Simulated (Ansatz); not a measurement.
**Computed properties of Ge**

Ge:
```xyz
1
Lattice="2.6767 0.0000 0.0000 0.0000 2.6767 0.0000 0.0000 0.0000 2.6767" Properties=species:S:1:pos:R:3 pbc="T T T"
Ge     0.0000     0.0000     0.0000
```

Space group Pm-3m (No. 221), simple cubic; conventional cell a = 2.6767 Å, b = 2.6767 Å, c = 2.6767 Å, α = 90.00°, β = 90.00°, γ = 90.00°.

Method: r²SCAN in the plane-wave PAW code Ansatz. The cell and atoms are relaxed at this level. Other levels are named where they apply.

### Cell and energy

```
Quantity              Value
---------------  ----------
Volume per atom    19.18 Å³
Density          6.29 g/cm³
```

### Electronic structure

```
Quantity                                                                                         Result
---------------------------------------------------------  --------------------------------------------
Electronic character                                                                  metallic (no gap)
Density of states at the Fermi level                       0.44 states/eV per atom (mean over ±0.08 eV)
Gap with spin–orbit coupling                                                            none (metallic)
Z2 indices of the occupied bands with spin–orbit coupling                                       0;(000)
```

### Mechanics

```
Quantity                                                                       Value
--------------------------------------------  --------------------------------------
Bulk modulus (Birch–Murnaghan fit)                                          77.0 GPa
Pressure derivative B′                                                           4.7
Elastic constants (relaxed ions, GPa)              C11 = 168, C12 = 33.9, C44 = 17.8
Mechanical stability                          stable (all eigenvalues of C positive)
Hill bulk and shear moduli                                         78.7 and 31.3 GPa
Young's modulus                                                             83.0 GPa
Poisson's ratio                                                                 0.32
Debye temperature from the elastic constants                                   278 K
```

The cell is a constructed one: a structure type filled with these elements; neither database checked (COD, Materials Project) lists it. It is not the phase usual at ambient conditions (space group No. 227). Symmetry was held in the r²SCAN relaxation; whether a distortion lowers the energy is not shown. As this level gives no gap, shear constants depend on the k-mesh and smearing (Fermi–Dirac, 0.1 eV here). Scalar-relativistic: spin–orbit coupling is off unless named, which matters more the heavier the elements.

Potentials: the later of the program's two PAW sets.
